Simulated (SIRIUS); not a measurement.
Worked example: self-consistent single point of CsGeI₃ (Cm, 5 atoms in the cell; from Materials Project mp-28377, changed as shown) in SIRIUS.

Computed with LDA (PW92), GBRV LDA ultrasoft pseudopotentials (plane waves; SIRIUS).

The change in words: lattice scaled by 0.98. Reference geometry (Cm):
```yaml
crystal:
  lattice:
    - [4.35337, -4.22419, 0.00000]
    - [4.35337, 4.22419, 0.00000]
    - [-0.32427, 0.00000, 6.11949]
  atoms:
    - { symbol: Cs, position: [0.91099, 0.91099, 0.58661] }
    - { symbol: Ge, position: [0.37265, 0.37265, 0.13414] }
    - { symbol: I, position: [0.41162, 0.41162, 0.58077] }
    - { symbol: I, position: [0.91993, 0.40881, 0.09324] }
    - { symbol: I, position: [0.40881, 0.91993, 0.09324] }
```

Reference input (self-consistent single point, DFT, LDA (PW92), plane waves, GBRV LDA ultrasoft pseudopotentials): parameters.ngridk = 4 4 4; parameters.xc_functionals = [XC_LDA_X, XC_LDA_C_PW]; parameters.gk_cutoff = 6.325 1/bohr; parameters.pw_cutoff = 14.143 1/bohr; parameters.smearing = fermi_dirac; parameters.smearing_width = 0.000367493 Ha; potentials = GBRV LDA ultrasoft pseudopotentials; parameters.electronic_structure_method = pseudopotential; parameters.num_bands = 26; parameters.num_mag_dims = 0; parameters.num_dft_iter = 100; parameters.energy_tol = 1e-07 Ha. This run's input differs from it in these lines:

```diff
@@ -32,7 +32,7 @@
     "lattice_vectors": [
-      [0.7176746203, -0.6963786326, 0.0],
-      [0.7176746203, 0.6963786326, 0.0],
-      [-0.0534567537, 0.0, 1.0088302383]
+      [0.717674672, -0.6963785833, 0.0],
+      [0.717674672, 0.6963785833, 0.0],
+      [-0.0534568043, 0.0, 1.0088302233]
     ],
-    "lattice_vectors_scale": 11.462949,
+    "lattice_vectors_scale": 11.23369,
     "atom_coordinate_units": "lattice",
```

The program printed (abridged):

```
[find] density tolerance         : 1e-06
[find] total energy tolerance    : 1e-07
[find] iter_solver_tol (initial) : 0.01
[find] iter_solver_tol (target)  : 1e-13
[find] num_dft_iter              : 100
Charges and magnetic moments
--------------------------------------------------------------------------------
total charge          : 44.000000
[find] | SCF iteration   0 out of 100|
[diagonalize] iterative solver tolerance (occupied, empty): 0.01 0.01
[diagonalize] average number of iterations: 2
[find] Charges and magnetic moments
[find] total charge          : 44.000000
[find] Energy
[find] smearing (-TS)                 :      -0.00000000
   [... lines left out ...]

[find] Charges and magnetic moments
[find] total charge          : 44.000000
[find] Energy
[find] smearing (-TS)                 :      -0.00000000
[find] Total energy                   :    -235.28109782 (Ha),    -470.56219565 (Ry)
[find] Free energy (E-TS)             :    -235.28109782 (Ha),    -470.56219565 (Ry)
[find] band gap (eV)                  :       0.80162338
[find] Efermi                         :       0.16351154
[find] iteration : 30, RMS (target) : 9.2479e-07 (1.0000e-06) , energy difference (target) : -4.4338e-11 (1.0000e-07)
[find] bands are converged : true
[find] iterative solver converged : false
[find] converged after 31 SCF iterations!
[find] Charges and magnetic moments
[find] total charge          : 44.000000
[find] Energy
[find] smearing (-TS)                 :      -0.00000000
[find] Total energy                   :    -235.28109782 (Ha),    -470.56219565 (Ry)
[find] Free energy (E-TS)             :    -235.28109782 (Ha),    -470.56219565 (Ry)
[find] band gap (eV)                  :       0.80162338
[find] Efermi                         :       0.16351154
[ground_state] === stress tensor components [kbar] ===
[ground_state] === stress_total ===
[ground_state]     6.573415    0.000000   -1.181709
[ground_state]     0.000000    5.210244    0.000000
[ground_state]    -1.181709    0.000000    7.139743
[ground_state] ==== total Forces in Ha/bohr =====
[ground_state] atom:    0, force:      -0.0000427      0.0000000      0.0001195
[ground_state] atom:    1, force:       0.0054821      0.0000000     -0.0044947
[ground_state] atom:    2, force:       0.0006374      0.0000000      0.0060834
[ground_state] atom:    3, force:      -0.0030393      0.0040857     -0.0008541
[ground_state] atom:    4, force:      -0.0030393     -0.0040857     -0.0008541
```

The run converged in 31 iterations. SIRIUS prints the stress tensor with tension positive. Against the reference run the free energy falls by 19.0 meV/atom, the pressure goes from -1.62 to -0.63 GPa, the largest force goes from 0.035 to 0.365 eV/Å and the gap on the mesh goes from 1.009 to 0.802 eV.

Spin-orbit coupling is left out, which matters for bands and gaps with elements this heavy. The structure comes from a collection of computed structures, made at another level of theory; the collection holds predicted forms beside known ones.

Cost on one core: around 2.9 core-minutes (rough).

The gap that the log prints is read on the run's mesh, which can miss the band edges or a crossing.
